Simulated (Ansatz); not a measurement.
Ansatz input file:

```yaml
crystal:
  lattice:
    - [-2.4906130759, 2.4906130759, 7.9128238031]
    - [2.4906130759, -2.4906130759, 7.9128238031]
    - [2.4906130759, 2.4906130759, -7.9128238031]
  atoms:
    - { symbol: Ba, position: [0.6418805358, 0.6418805358, 0.0] }
    - { symbol: Ba, position: [0.3581194642, 0.3581194642, 0.0] }
    - { symbol: Zr, position: [0.0, 0.0, 0.0] }
    - { symbol: S, position: [0.5, 0.0, 0.5] }
    - { symbol: S, position: [0.0, 0.5, 0.5] }
    - { symbol: S, position: [0.8368364185, 0.8368364185, 0.0] }
    - { symbol: S, position: [0.1631635815, 0.1631635815, 0.0] }
basis:
  ecutwfc: 500
kpoints:
  mp_grid: { grid: [8, 8, 8] }
  band_path:
    path:
      - [[0.0, 0.0, 0.0], [0.0, 0.0, 0.5], [0.25, 0.25, 0.25], [0.0, 0.5, 0.0], [0.0, 0.0, 0.0], [0.5, 0.5, -0.5], [0.27476792, 0.72523208, -0.27476792]]
      - [[-0.27476792, 0.27476792, 0.27476792], [0.0, 0.0, 0.0]]
      - [[0.0, 0.0, 0.5], [-0.04953584, 0.04953584, 0.5]]
      - [[0.5, 0.5, -0.04953584], [0.5, 0.5, -0.5]]
    npoints: 14
hamiltonian:
  xc: r2scan
scf:
  occupations: { method: gaussian, width: 0.02 }
  n_extra_bands: 17
output:
  forces: true
  stress: true
  eigenvalues: true
  populations: true
  dos: { projected: true, de: 0.02, nscf_kmesh: { grid: [12, 12, 12] } }
  bader: true
  write_density: true
  write_potential: true
  elf: true
  volumetric_format: npy
```

Launched with
```bash
ansatz run input.yaml --threads 2 --pin off --max-ram 5120MiB --backend cpu --events-out ev --progress --plain --runs-dir out
```

These are results of Ansatz 0.2.0, DFT r2SCAN, scalar-relativistic, plane waves, PAW, not measurements.

Abridged output (final results; tables in files aren't shown):

```
SCF 1 converged in 7 iterations: F = -19762.827561 eV  dr2 = 2.79e-8
SCF converged after 7 iterations
Free energy (F): -19762.827561 eV
Harris-Foulkes:  -19762.827561 eV  (|F-HF|=5.44e-9)
Internal energy: -19762.827561 eV  (E = F + TS)
E sigma→0 (E₀):  -19762.827561 eV
Fermi energy:    6.974676 eV
--- Per-component energies (eV) ---
  E_band       = -298.214041
  E_kinetic    = 1098.692797
  E_local      = -2316.067878  (includes V_loc(G=0)·N_el)
  E_nonlocal   = 300.128250
  E_hartree    = 817.217956
  E_xc         = -841.545480
  E_vxc        = -889.750893  (∫ρ·V_xc dr)
  E_paw        = -15910.888779  (= ΣΔE_a)
  E_vpaw       = -170.155351  (= ΣTr[D̂ρ^β])
  E_aug_tail   = 0.000011  (compensation charges beyond the density's cutoff)
  E_vtau       = 44.502543  (kinetic-family band-sum trace: ∫τ·v_τ [+ j·A + Jᵃ·Aᵃ] dr)
  E_ewald      = -2909.901461
  E_core_change = -0.462977  (= ΣΔE_core)
  E_smearing   =  0.000000  (= −TS)
--- Forces (eV/Å), atoms counted from 1 ---
  atom   1  Ba     0.00000000     0.00000000    -0.00321298
  atom   2  Ba     0.00000000     0.00000000     0.00321298
  atom   3  Zr     0.00000000     0.00000000     0.00000000
  atom   4  S      0.00000000     0.00000000     0.00000000
  atom   5  S      0.00000000     0.00000000     0.00000000
  atom   6  S      0.00000000     0.00000000    -0.00356855
  atom   7  S      0.00000000     0.00000000     0.00356855
--- Stress (GPa, compression-positive) ---
        0.008086       0.000000       0.000000
        0.000000       0.008086       0.000000
        0.000000       0.000000       0.002596
  P = ⅓ Tr σ = 0.0063 GPa (0.063 kbar)
--- Band table (eV; the first three rows and the last of 59) ---
  k-point 0: bands = ["-43.9596", "-21.3632", "-21.3632", "-21.1974", "-20.9461", "-20.9245", "-6.8492", "-5.8218", "-5.7190", "-5.7190", "-5.7032", "-5.7032", "-5.6818", "-5.5696", "-4.3200", "-4.2459", "3.6173", "3.6173", "3.8996", "4.0042", "4.8138", "5.2142", "5.2142", "5.5272", "5.5272", "6.3209", "6.3209", "6.3498", "7.4369", "8.4429", "8.4429", "9.6063", "9.9414", "10.4343", "10.6683", "10.9443", "11.7647", "11.9507", "12.0811", "12.2082", "12.2082", "12.6276", "13.8870", "13.8870", "14.2400"]
  k-point 1: bands = ["-43.9595", "-21.3677", "-21.3669", "-21.1964", "-20.9433", "-20.9249", "-6.7537", "-5.9844", "-5.9059", "-5.8819", "-5.7365", "-5.6856", "-5.3644", "-5.3590", "-4.2526", "-4.2479", "3.2776", "3.5916", "3.7261", "4.0981", "4.4123", "4.8177", "5.2259", "5.3930", "5.5835", "5.8509", "6.1221", "6.3514", "8.1205", "8.5016", "8.6974", "10.2749", "10.3097", "10.8364", "11.0546", "11.3810", "11.9397", "12.1694", "12.2850", "12.3271", "12.6128", "13.1914", "13.2521", "13.7545", "14.6031"]
  k-point 2: bands = ["-43.9593", "-21.3774", "-21.3760", "-21.1946", "-20.9377", "-20.9254", "-6.5216", "-6.1275", "-6.0547", "-5.9784", "-5.7786", "-5.6797", "-5.1102", "-5.1064", "-4.3115", "-4.1735", "2.6946", "3.2888", "3.5271", "3.6303", "4.0076", "4.2142", "5.2834", "5.3225", "5.4753", "5.7814", "5.9156", "6.3153", "9.0050", "9.1433", "9.3296", "11.0321", "11.3130", "11.6746", "11.6932", "11.9305", "11.9900", "12.6010", "12.7199", "12.7904", "13.2232", "13.3025", "13.8120", "13.9030", "14.5982"]
  k-point 58: bands = ["-43.9596", "-21.3632", "-21.3632", "-21.1980", "-20.9361", "-20.9339", "-6.8933", "-5.9880", "-5.7482", "-5.7482", "-5.6733", "-5.6733", "-5.5696", "-5.1966", "-4.5543", "-4.3364", "3.6437", "3.6437", "4.1351", "4.3172", "4.8361", "5.3000", "5.3000", "5.3477", "5.3477", "5.6115", "6.1887", "6.1887", "7.4430", "9.0138", "9.0138", "9.3692", "10.1825", "10.5864", "11.0353", "11.1755", "11.4141", "12.0551", "12.0665", "12.3598", "12.3598", "12.3683", "12.5188", "12.5188", "13.9194"]
--- Löwdin populations: 7 sites ---
  site symbol q [e]
     0     Ba      8.3321
     1     Ba      8.3321
     2     Zr     11.2452
     3      S      6.7274
     4      S      6.7274
     5      S      7.0205
     6      S      7.0205
  spilling = 0.010617 (of n_electrons = 56.000000)
--- Bader charges: 7 sites ---
  site symbol charge [e]  shift [e]
     0     Ba      1.5344     0.0000
     1     Ba      1.5344     0.0000
     2     Zr      2.2042     0.0013
     3      S     -1.2808     0.0005
     4      S     -1.2809     0.0005
     5      S     -1.3557     0.0002
     6      S     -1.3557     0.0002
  estimated error of the sums over rays = 7.1e-4 e
```

The run converged.

The run took 83 s on 2 threads of Intel(R) Xeon(R) 6975P-C (Granite Rapids), on a shared host, peak memory 1.7 GiB.